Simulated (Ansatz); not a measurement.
# Conduction electrons in LuCd (Pm-3m)

```xyz
2
Lattice="3.6090 0.0000 0.0000 0.0000 3.6090 0.0000 0.0000 0.0000 3.6090" Properties=species:S:1:pos:R:3 pbc="T T T"
Lu    1.8045    1.8045    1.8045
Cd    0.0000    0.0000    0.0000
```

The conventional cell has a = 3.609 Å, b = 3.609 Å, c = 3.609 Å, α = 90.00°, β = 90.00°, γ = 90.00°. Lu (atom 1) has 8 Cd at 3.13 Å as nearest neighbours. Cd (atom 2) has 8 Lu at 3.13 Å as nearest neighbours.

Unless marked otherwise, the numbers come from PBEsol, all-electron LAPW in Ansatz 0.2.0, scalar-relativistic. k mesh 10×10×10, fine mesh 16×16×16, Fermi-Dirac smearing of 0.080 eV, basis error target 1 meV/atom. The cell was relaxed by PAW under this functional. The structure is one entry of a database and needn't be the stable phase.

Levels and slopes are solved on a 16×16×16 mesh, and each state is taken as quadratic over its cell.

(1) What is the density of states at the Fermi level, and which bare Sommerfeld coefficient follows?

(2) What Drude plasma energy and σ/τ do the band velocities give?

(3) Which bands cross the Fermi level, and what do they carry?

(4) Map the plane k₃ = 1/2 of the mesh: how many bands lie under the Fermi level at each point, counted from the least on the plane?

(5) On PAW files the program sums the optical response inside the mesh cells, interband lines and its own Drude term. Where does ε₁ rise through zero (a sharp plasmon if ε₂ is small there), and how much light is reflected?

(6) What does PAW give for the same cell?

Answers

(1) N(E_F) = 0.75 states/eV/atom (both spins), so γ = (π²/3) k_B² N(E_F) = 1.77 mJ/(mol-atom K²) without electron-phonon or spin-fluctuation enhancement.

(2) (ħω_p,α)² = (e²/ε₀VN_k) Σ_nkσ (∂E/∂k_α)² δ(E − E_F) gives ħω_p = (4.70, 4.70, 4.70) eV along x, y, z, and σ/τ = ε₀ω_p² = 4.51×10²⁰ Ω⁻¹m⁻¹s⁻¹ along x. Weighted by the density of states, the mean Fermi speed is 0.485×10⁶ m/s; the surface has an area of 12.6 Å⁻² for each spin direction.

(3) 

```csv
band,filled part,N (states/eV/cell),speed (10⁶ m/s),5th to 95th percentile,area (Å⁻²),filling
1,0.97,0.35,0.372,0.16 to 0.56,2.27,nearly full
2,0.53,1.13,0.521,0.15 to 0.70,10.2,partly filled
3,0.00,0.0218,0.448,0.31 to 0.64,0.17,nearly empty
```

(4) k₁ runs to the right and k₂ upwards, each from −½ to ½ with 0 in the middle (the axes needn't be at right angles):
```
1111111111111111
1111111111111111
1111111101111111
1111110000011111
1111100000001111
1111000000000111
2111000000000111
2110000000000011
2111000000000111
1111000000000111
1111100000001111
1111110000011111
1111111101111111
1111111111111111
1111111111111111
1111111222111111
```

(5) 

* Fine mesh: 16, 16, 16
* Window top: 20 eV
* Line width: 0.2 eV
* Drude damping: 0.1 eV
* ε₁ rises through zero at x: 0.88, 5.41, 12.4 eV
* ε₂ there x: 22.53, 4.39, 0.58
* Plasma energy (x, y, z): 4.744, 4.744, 4.744 eV
* Reflectivity at 1 eV, x-polarised: 0.5619
* Reflectivity at 2 eV, x-polarised: 0.5482
* Reflectivity at 3 eV, x-polarised: 0.4714

The plasma energy here is the program's own sum at the run's smearing; it differs from the value above by up to 1 %, through mesh and smearing.

(6) N(E_F) = 0.75 states/eV/atom and ħω_p,x = 4.69 eV.

Known limits: filled d bands lie too high at this level, so their transitions start too early; these sums move with the mesh, by several per cent and more for small sheets; frozen-core PAW files fitted under PBE, their cores solved anew for the functional of the run.
